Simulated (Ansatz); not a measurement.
The relaxed structure here is a generated cell of Nb: the first start was made by placing the elements on the sites of a structure type, and the end was not matched to a known phase here, so it may be hypothetical. Known forms of Nb include space group No. 229.

One stationary structure of Nb. Calculation: PBEsol (plane waves to 420 eV, PAW, scalar-relativistic; Ansatz, an electronic-structure program).

```cif
data_Nb
_chemical_formula_sum 'Nb1'
_space_group_name_H-M_alt 'P 1'
_space_group_IT_number 1
_cell_length_a 2.94878
_cell_length_b 2.94878
_cell_length_c 2.94878
_cell_angle_alpha 60.000
_cell_angle_beta 60.000
_cell_angle_gamma 60.000
loop_
_space_group_symop_operation_xyz
  'x, y, z'
loop_
_atom_site_label
_atom_site_type_symbol
_atom_site_fract_x
_atom_site_fract_y
_atom_site_fract_z
_atom_site_occupancy
Nb1 Nb 0.00000 0.00000 0.00000 1
```

Q: Determine the symmetry and give the standard cell with its independent sites.

A: Space group Fm-3m (No. 225); a = b = c = 4.170 Å, α = β = γ = 90.00°

```csv
atom,site,symmetry,x,y,z
Nb,4a,m-3m,0.0000,0.0000,0.0000
```

This is the fcc (Cu type).

Q: Give the shortest distances between elements (the closest pairs, up to four, under 3.6 Å).

A: Nb–Nb 2.95 Å.

| Item | Value |
|---|---|
| Volume per atom | 18.13 Å³ |
| Density | 8.51 g/cm³ |
| Band gap | no gap (metallic) |

No spin polarisation in the result.

The run could not lose the symmetry of its start: the end is stationary, and may be a saddle point rather than a minimum.
